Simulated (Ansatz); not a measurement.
Consider the following.

TiAl₃:
```cif
data_Al3Ti
_chemical_formula_sum 'Ti1 Al3'
_space_group_name_H-M_alt 'Pm-3m'
_space_group_IT_number 221
_space_group_name_Hall '-P 4 2 3'
_cell_length_a 3.94811
_cell_length_b 3.94811
_cell_length_c 3.94811
_cell_angle_alpha 90.000
_cell_angle_beta 90.000
_cell_angle_gamma 90.000
loop_
_atom_site_label
_atom_site_type_symbol
_atom_site_symmetry_multiplicity
_atom_site_Wyckoff_symbol
_atom_site_fract_x
_atom_site_fract_y
_atom_site_fract_z
_atom_site_occupancy
Ti1 Ti 1 a 0.00000 0.00000 0.00000 1
Al1 Al 3 c 0.00000 0.50000 0.50000 1
```

This is the PBEsol-relaxed structure.

Problem. All from plane-wave PAW PBEsol (Ansatz code), unless another level is named. Give the Young's modulus.

Solution. 185 GPa.

Problem. Give the highest zone-centre frequency.

Solution. 353 cm⁻¹.

Problem. Next, the elastic constants (relaxed ions, GPa)?

Solution. C11 = 198, C12 = 68.8, C44 = 83.3.

The first step of the workflow began from a Materials Project structure, measured or hypothetical; the Crystallography Open Database copy checked does not list it. Whether it is the stable phase at ambient conditions was not checked. The cell was relaxed with PBEsol under the symmetry of its start; its stability against distortions is not shown here. No spin polarisation was allowed. As this level gives no gap, shear constants depend on the k-mesh and smearing (Fermi–Dirac, 0.1 eV here). As this level gives no gap, phonon frequencies hold no LO–TO term and depend on the k-mesh and smearing (Fermi–Dirac, 0.1 eV here).

Potentials: the later of the program's two PAW sets.
